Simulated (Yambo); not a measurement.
# Convergence of the G0W0 gap of Ba₃ZnN₂O

G0W0@PBEsol for Ba3ZnN2O (space group P4/mmm, No. 123) in Yambo. Reference settings: 4×4×1 Γ-centred k mesh, bands 5 to 235 and a 7 Ry block in the screening, 235 bands in G with the Bruneval-Gonze terminator, plasmon pole fitted at 27.2 eV. The PBEsol gap Γ → Γ on this mesh is 0.84 eV; G0W0 gaps are taken between the same points.

```csv
change from the reference,G0W0 gap Γ → Γ (eV),shift of the valence edge (eV),rough Yambo cost
reference settings,1.42,-0.25,1
"92 bands in W, 92 bands in G",1.50,0.06,about 1/3
"154 bands in W, 154 bands in G",1.44,-0.16,within a factor of two
154 bands in G,1.43,-0.23,–
1 Ry block,1.65,-0.15,within a factor of two
3 Ry block,1.23,-0.07,within a factor of two
6 Ry block,1.38,-0.21,within a factor of two
"92 bands in G, no terminator",1.09,0.59,–
"154 bands in G, no terminator",1.24,0.14,–
no terminator,1.31,-0.05,–
```

The reference isn't shown to be the converged limit. Costs are rough (shared machines), scaled to the same edge states, and given only for runs that recompute the screening. The mesh misses a band edge: along a dense path the PBEsol gap is 0.48 eV against 0.84 eV on the mesh.

Geometry of the Materials Project entry, not relaxed at this level; primitive cell a = b = 4.1498 Å, c = 9.2928 Å, α = β = γ = 90.00°.

The structure is a Materials Project entry; no match was found in the copy of COD used, and its stability was not checked.

A shift is the quasiparticle energy of the state minus its PBEsol energy.
